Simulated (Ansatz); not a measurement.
Input file for Ansatz (an electronic-structure program):

Ansatz 0.2 input:
```yaml
crystal:
  lattice:
    - [4.3592595318, 0.0, 0.0]
    - [0.0, 4.3592595318, 0.0]
    - [0.0, 0.0, 9.2747019406]
  atoms:
    - { symbol: Ba, position: [0.0, 0.5, 0.6585004227] }
    - { symbol: Ba, position: [0.5, 0.0, 0.3414995773] }
    - { symbol: Cu, position: [0.0, 0.0, 0.0] }
    - { symbol: Cu, position: [0.5, 0.5, 0.0] }
    - { symbol: Te, position: [0.5, 0.0, 0.8391189701] }
    - { symbol: Te, position: [0.0, 0.5, 0.1608810299] }
    - { symbol: F, position: [0.5, 0.5, 0.5] }
    - { symbol: F, position: [0.0, 0.0, 0.5] }
kpoints:
  mp_grid: { grid: [4, 4, 2] }
hamiltonian:
  xc: hse06
  pseudopotentials: { azcp: { folder: ./paw }, kind: paw }
scf:
  n_extra_bands: 8
  occupations: { method: fixed }
output:
  eigenvalues: true
  eigenstates:
    e_range: [-9.0, 9.3]
    kpoints:
      - [0.0, 0.0, 0.0]  # VBM
      - [0.0, 0.0, 0.0]  # CBM
      - [0.0, 0.0, 0.0]  # GAMMA
      - [0.0, 0.0, 0.5]  # Z
      - [0.5, 0.5, 0.0]  # M
      - [0.5, 0.5, 0.5]  # A
      - [0.0, 0.5, 0.5]  # R
      - [0.0, 0.5, 0.0]  # X
```

Output (shortened):

```
Pseudopotentials: kind: paw
Pseudopotential: Ba, paw, valence charge 10
Pseudopotential: Cu, paw, valence charge 19
Pseudopotential: Te, paw, valence charge 16
Pseudopotential: F, paw, valence charge 7
Functional definition: HSE06
davidson cushion auto → on  (no smearing: the cushion is to keep the highest requested band from converging to the state above it …
Crystal: 8 atoms, lattice volume = 176.248 Å³
Basis set: ecut = 420 eV, 3463 PW (Γ)
Bands: 60, of which v1, the nominal top of the filled ones, is band 52 counted from 1 (51 counted from 0)
Symmetry: 16 space group operations
Space group: P4/nmm (ITA 129), of the structure as read, at distance tolerance 5.6e-5 Å
k-points: 12 of 32
PAW frozen core: Ba, regenerated for the run's functional, and the local potential with it
PAW frozen core: Cu, regenerated for the run's functional, and the local potential with it
PAW frozen core: Te, regenerated for the run's functional, and the local potential with it
PAW frozen core: F, regenerated for the run's functional, and the local potential with it
Initial density: superposition of atomic densities (chi_scale 0.1, normalization cell, long waves of neutral atoms (reshape's long-wave potential 2.30 eV rms, cloud 2.72 Å wide))
Initial wavefunctions: pseudopotential atomic-orbital guess
Eigensolver: davidson
Functional: x = pbe(κ = 0.804, μ = 0.2195149727645171), c = pbe(β = 0.06672455060314922), warm-up for x = pbe(κ = 0.804, μ = 0.2195149727645171) + 0.25 (exact …
SCF iter   1: F=—  HF=-40758.287946 eV  |F-HF|=—  |Δ(HF+E_count)|=         —  Δρ=3.35e-1  dr2=3.20e2  ethr=1.00e-1  ⟨swp⟩=6.9  Hψ=2301  notcnv=0
WARN: iter 1: σ=0 fill of 52 bands saw a band overlap (occupied 12.9669 eV > unoccupied 11.5441 eV) — on an unconverged iterate often a transient of an (band_overlap_at_count)
preconditioner: auto → none
SCF iter   2: F=—  HF=-41174.479891 eV  |F-HF|=—  |Δ(HF+E_count)|=    4.16e2  Δρ=1.17e0  dr2=7.35e3  ethr=1.00e-1  ⟨swp⟩=8.5  Hψ=3049  notcnv=0  defer=4  recentre
SCF iter   3: F=—  HF=-40743.786144 eV  |F-HF|=—  |Δ(HF+E_count)|=    4.31e2  Δρ=1.10e-1  dr2=3.35e1  ethr=1.00e-1  ⟨swp⟩=6.5  Hψ=2935  notcnv=0
SCF iter   4: F=—  HF=-40739.480547 eV  |F-HF|=—  |Δ(HF+E_count)|=    4.31e0  Δρ=7.01e-2  dr2=1.52e1  ethr=3.22e-2  ⟨swp⟩=2.4  Hψ=1591  notcnv=0
SCF iter   5: F=—  HF=-40737.040581 eV  |F-HF|=—  |Δ(HF+E_count)|=    2.44e0  Δρ=3.67e-2  dr2=3.45e0  ethr=1.47e-2  ⟨swp⟩=3.9  Hψ=1699  notcnv=0  defer=1
SCF iter   6: F=—  HF=-40736.517060 eV  |F-HF|=—  |Δ(HF+E_count)|=   5.24e-1  Δρ=2.29e-2  dr2=1.01e0  ethr=3.32e-3  ⟨swp⟩=4.2  Hψ=1696  notcnv=0  defer=5
SCF iter   7: F=—  HF=-40736.436576 eV  |F-HF|=—  |Δ(HF+E_count)|=   8.05e-2  Δρ=1.29e-2  dr2=3.30e-1  ethr=9.67e-4  ⟨swp⟩=5.1  Hψ=1966  notcnv=0
SCF iter   8: F=—  HF=-40736.388795 eV  |F-HF|=—  |Δ(HF+E_count)|=   4.78e-2  Δρ=4.59e-3  dr2=8.93e-2  ethr=3.17e-4  ⟨swp⟩=3.0  Hψ=1636  notcnv=0
iter 11 solved again at ethr=7.34e-8 eV; its pass at ethr=8.45e-6 eV (dr2=7.63e-5 eV) is discarded
SCF iter  11: F=-40736.369013 eV  HF=-40736.369080 eV  |F-HF|=6.71e-5  |Δ(HF+E_count)|=   1.99e-3  Δρ=1.47e-4  dr2=7.73e-5  ethr=7.34e-8  ⟨swp⟩=6.1  Hψ=4527  notcnv=0  defer=1
SCF 1 stopped early in 11 iterations: F = -40736.369013 eV  dr2 = 7.73e-5
Crystal: 8 atoms, lattice volume = 176.248 Å³
Initial density: handed on by an earlier stage of this run
Initial wavefunctions: those handed on with the density
Functional: x = pbe(κ = 0.804, μ = 0.2195149727645171) + 0.25 (exact − pbe) at short range (hse, ω = 0.20786987370883472 Å⁻¹), c = pbe(β = 0.06672455060314922); HSE06 as pw.x's `hse` composes it (authors' and Libxc's form: `xc: wpbeh`)
Exchange kernel: α = 0.2500, screened, ω = 0.2079 Å⁻¹, Wigner–Seitz truncation, v(0) = 1041.7434 eV·Å³, q-mesh 4×4×2, nearest image of the exchange supercell L …
Frozen-core exchange: fock
SCF iter   1: F=—  HF=-40753.813070 eV  |F-HF|=—  |Δ(HF+E_count)|=         —  Δρ=3.01e-2  dr2=1.15e0  ethr=7.43e-7  ⟨swp⟩=9.3  Hψ=4200  notcnv=0
preconditioner: auto → none
SCF iter   2: F=—  HF=-40753.683693 eV  |F-HF|=—  |Δ(HF+E_count)|=   1.29e-1  Δρ=1.70e-2  dr2=4.40e-1  ethr=7.43e-7  ⟨swp⟩=7.9  Hψ=3885  notcnv=0
SCF iter   3: F=—  HF=-40753.579631 eV  |F-HF|=—  |Δ(HF+E_count)|=   1.04e-1  Δρ=2.69e-3  dr2=1.15e-2  ethr=7.43e-7  ⟨swp⟩=7.6  Hψ=3428  notcnv=0  defer=8
SCF iter   4: F=—  HF=-40753.619229 eV  |F-HF|=—  |Δ(HF+E_count)|=   3.96e-2  Δρ=1.53e-3  dr2=4.03e-3  ethr=7.43e-7  ⟨swp⟩=6.0  Hψ=2897  notcnv=0
SCF iter   5: F=—  HF=-40753.618492 eV  |F-HF|=—  |Δ(HF+E_count)|=   7.38e-4  Δρ=4.39e-4  dr2=4.71e-4  ethr=7.43e-7  ⟨swp⟩=4.0  Hψ=2217  notcnv=0
SCF iter   6: F=—  HF=-40753.620450 eV  |F-HF|=—  |Δ(HF+E_count)|=   1.96e-3  Δρ=9.88e-4  dr2=1.02e-3  ethr=2.25e-7  ⟨swp⟩=4.8  Hψ=2310  notcnv=0  defer=2
SCF iter   7: F=-40753.620163 eV  HF=-40753.620180 eV  |F-HF|=1.74e-5  |Δ(HF+E_count)|=   2.70e-4  Δρ=1.22e-4  dr2=2.62e-5  ethr=2.25e-7  ⟨swp⟩=4.0  Hψ=2159  notcnv=0
SCF 2 stopped early in 7 iterations: F = -40753.620163 eV  dr2 = 2.62e-5
hybrid outer 1: dexx = +4.545e-2 eV, tail = 2.70e-4 eV
Crystal: 8 atoms, lattice volume = 176.248 Å³
Exchange kernel: α = 0.2500, screened, ω = 0.2079 Å⁻¹, Wigner–Seitz truncation, v(0) = 1041.7434 eV·Å³, q-mesh 4×4×2, nearest image of the exchange supercell L …
Frozen-core exchange: fock
SCF iter   1: F=—  HF=-40753.619354 eV  |F-HF|=—  |Δ(HF+E_count)|=         —  Δρ=6.24e-5  dr2=3.65e-6  ethr=1.30e-6  ⟨swp⟩=3.2  Hψ=1691  notcnv=0
preconditioner: auto → none
SCF iter   2: F=—  HF=-40753.619360 eV  |F-HF|=—  |Δ(HF+E_count)|=   5.73e-6  Δρ=3.58e-5  dr2=1.15e-6  ethr=3.02e-9  ⟨swp⟩=5.6  Hψ=2774  notcnv=0
iter 3 solved again at ethr=5.60e-11 eV; its pass at ethr=9.67e-10 eV (dr2=5.82e-8 eV) is discarded
SCF iter   3: F=-40753.619360 eV  HF=-40753.619360 eV  |F-HF|=2.65e-8  |Δ(HF+E_count)|=   2.53e-7  Δρ=7.94e-6  dr2=8.72e-8  ethr=5.60e-11  ⟨swp⟩=2.8  Hψ=3500  notcnv=0
SCF 3 converged in 3 iterations: F = -40753.619360 eV  dr2 = 8.72e-8
hybrid outer 2: dexx = +3.208e-6 eV, tail = 2.99e-7 eV, Δε = 4.62e-3 eV (about 2.12e-4 eV left of the loop's levels)
NSCF: frozen V_eff on 8 k-points
hybrid SCF converged: 2 outer / 10 inner (+11 warm-up), last move |dexx| = 3.21e-6 eV, tail = 2.99e-7 eV
Stability not checked (fock_operator)
Free energy (F): -40753.619360 eV
Frozen-core exchange: fock
Harris-Foulkes:  -40753.619360 eV  (|F-HF|=2.65e-8)
Internal energy: -40753.619360 eV  (E = F + TS)
E sigma→0 (E₀):  -40753.619360 eV
Fermi energy:    10.070809 eV
--- Per-component energies (eV) ---
  E_band       = -1696.187336
  E_kinetic    = 1588.510323
  E_local      = -20010.449765  (includes V_loc(G=0)·N_el)
  E_nonlocal   = 2312.232678
  E_hartree    = 9048.537476
  E_xc         = -748.967008
  E_vxc        = -669.475198  (∫ρ·V_xc dr)
  E_exx        = -401.323469  (= α·E_x^exact, valence–valence)
  E_paw        = -23610.769406  (= ΣΔE_a)
  E_vpaw       = -2211.413826  (= ΣTr[D̂ρ^β])
  E_aug_tail   = 0.003442  (compensation charges beyond the density's cutoff)
  E_ewald      = -8930.224843
  E_core_change = -1.168786  (= ΣΔE_core)
  E_smearing   =  0.000000  (= −TS)
  E_closure    =  0.000000  (closes the sum)
  Σ components = -40753.619360   (vs F -40753.619360, Δ=0.00e0)
  [band-id]    e_kinetic+e_local+e_nonlocal+2·e_hartree+e_vxc+2·e_exx+e_vpaw+e_augmentation_tail = -1696.164332   (vs E_band -1696.187336, Δ=2.30e-2)
--- Band table (eV; the first three rows and the last of 12) ---
  k-point 0: bands = ["-107.3858", "-107.3852", "-63.2391", "-63.2385", "-63.2277", "-63.2277", "-63.2213", "-63.2213", "-28.6920", "-28.6915", "-28.6895", "-28.6895", "-28.6883", "-28.6883", "-28.6862", "-28.6854", "-28.6757", "-28.6755", "-19.6584", "-19.3595", "-16.4902", "-16.4066", "-3.8897", "-3.7989", "-3.7989", "-3.7543", "-3.4716", "-3.4716", "-2.3752", "-1.7111", "3.1294", "3.1428", "3.2623", "3.2623", "3.8494", "3.8494", "4.8947", "5.6418", "5.7145", "5.7145", "6.1681", "6.3764", "6.3764", "6.8423", "7.1008", "7.2268", "7.3703", "7.8606", "7.8606", "9.4043", "10.0708", "10.0708", "11.9323", "12.8692", "12.9978", "13.2434", "15.0831", "15.3191", "15.6774", "15.9843"]
  k-point 1: bands = ["-107.3859", "-107.3852", "-63.2391", "-63.2385", "-63.2277", "-63.2277", "-63.2213", "-63.2213", "-28.6920", "-28.6915", "-28.6895", "-28.6895", "-28.6883", "-28.6883", "-28.6862", "-28.6854", "-28.6757", "-28.6755", "-19.6583", "-19.3597", "-16.4902", "-16.4065", "-3.9746", "-3.7985", "-3.7985", "-3.6547", "-3.4721", "-3.4721", "-2.3872", "-1.7057", "3.0392", "3.1285", "3.2614", "3.2614", "3.8508", "3.8508", "5.1503", "5.4904", "5.7091", "5.7091", "6.1681", "6.3834", "6.3834", "6.8493", "7.1008", "7.2744", "7.3704", "7.8681", "7.8681", "9.2520", "10.0505", "10.0505", "12.1974", "12.4504", "13.0413", "14.0965", "14.6757", "15.3196", "15.8957", "15.9786"]
  k-point 2: bands = ["-107.3857", "-107.3853", "-63.2390", "-63.2386", "-63.2268", "-63.2266", "-63.2222", "-63.2220", "-28.6913", "-28.6910", "-28.6895", "-28.6893", "-28.6887", "-28.6886", "-28.6861", "-28.6856", "-28.6754", "-28.6753", "-19.5782", "-19.3612", "-16.5330", "-16.4671", "-4.0831", "-4.0121", "-3.7223", "-3.5569", "-3.4880", "-3.4705", "-2.2163", "-1.6544", "3.2497", "3.2891", "3.3222", "3.3532", "3.7214", "3.8348", "5.1189", "5.6589", "5.7131", "5.7433", "5.9359", "6.1818", "6.3182", "6.7962", "6.9712", "7.0358", "7.0442", "7.1613", "8.4161", "8.9190", "9.3536", "9.7820", "12.7239", "13.4811", "13.6948", "14.2941", "14.6133", "14.6341", "15.3625", "15.5233"]
  k-point 11: bands = ["-107.3856", "-107.3856", "-63.2388", "-63.2388", "-63.2276", "-63.2276", "-63.2206", "-63.2206", "-28.6901", "-28.6901", "-28.6894", "-28.6894", "-28.6885", "-28.6885", "-28.6864", "-28.6864", "-28.6747", "-28.6747", "-19.3408", "-19.3408", "-16.6657", "-16.6657", "-3.9115", "-3.9115", "-3.8053", "-3.8053", "-3.5112", "-3.5112", "-1.8303", "-1.8303", "3.2401", "3.2401", "3.7857", "3.7857", "3.8122", "3.8122", "4.4923", "4.4923", "6.1473", "6.1473", "6.4645", "6.4645", "6.5023", "6.5023", "6.9337", "6.9337", "7.1037", "7.1037", "7.4430", "7.4430", "7.6861", "7.6861", "13.8854", "13.8854", "14.2687", "14.2687", "15.4062", "15.4062", "16.1073", "16.1073"]
  band table: 60 of 60 bands, residual norms ≤ 1.0e-3 eV
```

Cost: very roughly 6 core-minutes on shared cores.

The points marked VBM and CBM come from a semilocal run.

The first step of the workflow began from a Materials Project structure, measured or hypothetical; the Crystallography Open Database copy checked does not list it. Whether it is the stable phase at ambient conditions was not checked. Symmetry was held in the PBEsol relaxation; phonons show weakly imaginary modes. The run is not spin-polarised. No Hubbard U is applied. Spin–orbit coupling is left out wherever it is not named.

Potentials: the earlier of the program's two PAW sets. The files were generated under PBE; for other functionals the program regenerates the frozen cores, and for LDA and PBEsol the local potential too.

Ansatz is a plane-wave DFT program.
